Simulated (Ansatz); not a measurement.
Ta$_{2}$O$_{5}$:
Space group Pmmm (No. 47); a = 3.669 Å, b = 3.858 Å, c = 6.432 Å, α = 90.00°, β = 90.00°, γ = 90.00°

| atom | site | symmetry | x | y | z |
|---|---|---|---|---|---|
| Ta | 1d | mmm | 0.5000 | 0.0000 | 0.5000 |
| Ta | 1a | mmm | 0.0000 | 0.0000 | 0.0000 |
| O | 1h | mmm | 0.5000 | 0.5000 | 0.5000 |
| O | 2q | mm2 | 0.0000 | 0.0000 | 0.3207 |
| O | 1e | mmm | 0.0000 | 0.5000 | 0.0000 |
| O | 1b | mmm | 0.5000 | 0.0000 | 0.0000 |

Relaxed at zero pressure with PBEsol in the plane-wave PAW code Ansatz.

**Question.** The volume is lowered by 3 % and shape and atoms relax at that volume. What pressure results, and how do the axes share the change?

**Answer.** 6.8 GPa; a -0.5 %, b -0.7 %, c -1.8 %; the energy rises by 8 meV/atom.

**Question.** Give the new structure.

**Answer.** 
Space group Pmmm (No. 47); a = 3.649 Å, b = 3.831 Å, c = 6.317 Å, α = 90.00°, β = 90.00°, γ = 90.00°

| atom | site | symmetry | x | y | z |
|---|---|---|---|---|---|
| Ta | 1d | mmm | 0.5000 | 0.0000 | 0.5000 |
| Ta | 1a | mmm | 0.0000 | 0.0000 | 0.0000 |
| O | 1h | mmm | 0.5000 | 0.5000 | 0.5000 |
| O | 2q | mm2 | 0.0000 | 0.0000 | 0.3213 |
| O | 1e | mmm | 0.0000 | 0.5000 | 0.0000 |
| O | 1b | mmm | 0.5000 | 0.0000 | 0.0000 |

The phase is kept; no other phase was compared at this pressure.

The workflow started from a Materials Project entry (that database holds measured and hypothetical structures alike); the Crystallography Open Database copy checked does not list it. COD files the formula under space group No. 49. Its standing as an ambient phase is unchecked. The cell was relaxed with PBEsol under the symmetry of its start. At this level the phase is dynamically unstable (imaginary phonons). No spin polarisation was allowed. Spin–orbit coupling is left out wherever it is not named.

Potentials: the earlier of the program's two PAW sets. The files were generated under PBE; for other functionals the program regenerates the frozen cores, and for LDA and PBEsol the local potential too.
